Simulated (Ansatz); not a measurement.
The elements of this relaxed trial crystal are hidden behind letters.

```
lattice vectors (Å)
   5.3706    0.0000    0.0000
  -2.6853    4.6511    0.0000
   0.0000    0.0000    2.7279
fractional positions
X 0.6667 0.3333 0.0000
X 0.3333 0.6667 0.0000
Z 0.0000 0.0000 0.0000
Q 0.5000 0.0000 0.5000
Q 0.5000 0.5000 0.5000
Q 0.0000 0.5000 0.5000
```

The calculation used DFT PBE, scalar-relativistic, plane waves, PAW in Ansatz 0.2.0. The final run on the 6-atom cell used 420 eV, a Γ-centred 12×12×14 mesh, 0.10 eV smearing and no spin polarisation.

* Space group: P6/mmm (No. 191)
* Conventional cell: a = 5.371 Å, c = 2.728 Å
* Volume per atom: 11.36 Å³
* Density: 4.01 g/cm³
* Energy over the elements: −0.73 eV/atom
* Gap on the 12×12×14 mesh of the 6-atom cell: 0 eV (a metal)

Energies are uncorrected and count from the elements' standard states at the same level.

Question: X is a d-block element of period 4, Z is a p-block element of period 3 and Q is a p-block element of period 2. Which elements are they?

Answer: X = Ti, Z = Al, Q = N, so the formula is Ti2AlN3. Density times volume gives a mean mass of 4.01 × 11.36/1.6605 = 27.4 u per atom, and this set has 27.5 u. Ti is surrounded by 6 N at 2.06 Å, 2 Ti at 2.73 Å, 3 Al at 3.10 Å and 3 Ti at 3.10 Å; around Al lie 2 Al at 2.73 Å, 12 N at 3.01 Å and 6 Ti at 3.10 Å; N is surrounded by 4 Ti at 2.06 Å, 6 N at 2.69–2.73 Å and 4 Al at 3.01 Å. Other sets within the hints have nearly the same mass, so mass alone doesn't settle it; this one was computed.

A structure relaxed within its symmetry needn't be a true minimum.
